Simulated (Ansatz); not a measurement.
**Stability checks on a candidate for Rb₃NaH**

The cell was found from a structure generator's guess, not taken from experiment.

These are results of DFT PBE, scalar-relativistic, plane waves, PAW (Ansatz 0.2.0), not measurements. The final run on the 5-atom cell used 420 eV, a Γ-centred 6×6×6 mesh, 0.10 eV smearing and no spin polarisation.

```cif
data_structure
_symmetry_space_group_name_H-M 'Pm-3m'
_symmetry_Int_Tables_number 221
_cell_length_a 6.3077
_cell_length_b 6.3077
_cell_length_c 6.3077
_cell_angle_alpha 90.000
_cell_angle_beta 90.000
_cell_angle_gamma 90.000
_cell_volume 250.96
loop_
_atom_site_label
_atom_site_type_symbol
_atom_site_symmetry_multiplicity
_atom_site_Wyckoff_symbol
_atom_site_fract_x
_atom_site_fract_y
_atom_site_fract_z
_atom_site_occupancy
Rb1 Rb 3 c 0.50000 0.00000 0.50000 1
Na1 Na 1 a 0.00000 0.00000 0.00000 1
H1 H 1 b 0.50000 0.50000 0.50000 1
```

Energies over the elements count from the elements' standard structures at the same level (H₂ as a molecule), with no fitted energy shifts.

Question: These tests were run: energy against the elements; random kick, then relaxation without symmetry; phonons at Γ. What do they show?

Answer:

```
                                         test                       result
                  energy against the elements                 0.00 eV/atom
random kick, then relaxation without symmetry                      returns
                                 phonons at Γ  lowest optical mode 41 cm⁻¹
```

It fails none of these tests outright. Whether a mixture of other phases lies lower isn't tested here. Phonons away from Γ weren't computed. Undecided within the accuracy: energy against the elements.

For metals, differences of a few meV/atom aren't resolved. The cell is a metal run without spin; a magnetic state may lie lower. With hydrogen, zero-point motion can shift formation energies by some tens of meV/atom. The kick test ran on a coarse mesh. The run for the phonons used a 6×6×6 k mesh and Fermi–Dirac smearing of 0.15 eV.
